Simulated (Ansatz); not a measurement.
# Contact densities of In against volume

```
CELL_PARAMETERS angstrom
1.66964 0.96397 8.20746
-1.66964 0.96397 8.20746
0.00000 -1.92793 8.20746
ATOMIC_POSITIONS crystal
In 0.00000 0.00000 0.00000
In 0.77801 0.77801 0.77801
In 0.22199 0.22199 0.22199
```

Atoms are numbered in the order listed.

Structure from Materials Project entry mp-1184502 (possibly hypothetical), not relaxed further.

No spin–orbit coupling, which matters for the heavy atoms here.

Level of theory: DFT, PBEsol, all-electron PAW with datasets made for the crystal, scalar-relativistic (Ansatz 0.2.0).

Sampling and basis: a Γ-centred 14×14×14 k mesh, Fermi–Dirac smearing of 0.05 eV, cutoff 240 eV (chosen by the program for this cell), no spin polarisation.

The contact density is the mean electron density over the nuclear volume; its changes follow the s electrons' response to bonding and compression. Changes below are taken from the unscaled cell, where it is 1.13136e+06 e/Å³ at In1, 1.13136e+06 e/Å³ at In2.

Volumes at which the program chose other datasets or cutoffs are left out.

| V/V(cell) | P (GPa) | Δρ(0) In1 (e/Å³) | Δρ(0) In2 (e/Å³) |
| --- | --- | --- | --- |
| 1.0000 | -1.2 | 0.00 | 0.00 |
| 1.0100 | -1.6 | ? | ? |
| 1.0200 | -1.9 | ? | 0.94 |
| 1.0400 | -2.5 | 2.00 | 1.83 |
| 1.0600 | -3.1 | 3.03 | 2.78 |

What belongs in the row "1.0100", column "Δρ(0) In2 (e/Å³)"?

0.47.

Give the missing entry: row "1.0200", column "Δρ(0) In1 (e/Å³)".

1.04.

Fill in "Δρ(0) In1 (e/Å³)" for the row "1.0100".

0.52.

The datasets are made afresh for each cell, so very small changes are uncertain.
